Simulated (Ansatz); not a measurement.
With r²SCAN+D4 (plane waves, PAW; program Ansatz), Sb in the cubic phase (I-43m; Sb on 8c) relaxes to a = 6.955 Å. Sb has 3 nearest neighbours from 2.84 Å (trigonal pyramidal).

It is gapped at this level: 1.29 eV (direct). The valence maximum lies at Γ and the conduction minimum at Γ. The screened hybrid HSE06 puts the gap at 1.56 eV. Gap from r²SCAN+D4 with spin–orbit coupling: 1.12 eV.

The bulk modulus is 7.9 GPa. The relaxed-ion elastic constants in GPa are C11 = 9.0, C12 = 7.3, C44 = 7.9. The elastic constants imply a Debye temperature near 80.8 K.

The start of the workflow was typed in or built on a structure type; neither database checked (COD, Materials Project) lists it. It is not the phase usual at ambient conditions (space group No. 166). Symmetry was held in the r²SCAN+D4 relaxation; its stability against distortions is not shown here. The volume moved by 16 % from the start of the relaxation. Scalar-relativistic: spin–orbit coupling is off unless named, which matters more the heavier the elements.

Potentials: the earlier of the program's two PAW sets.
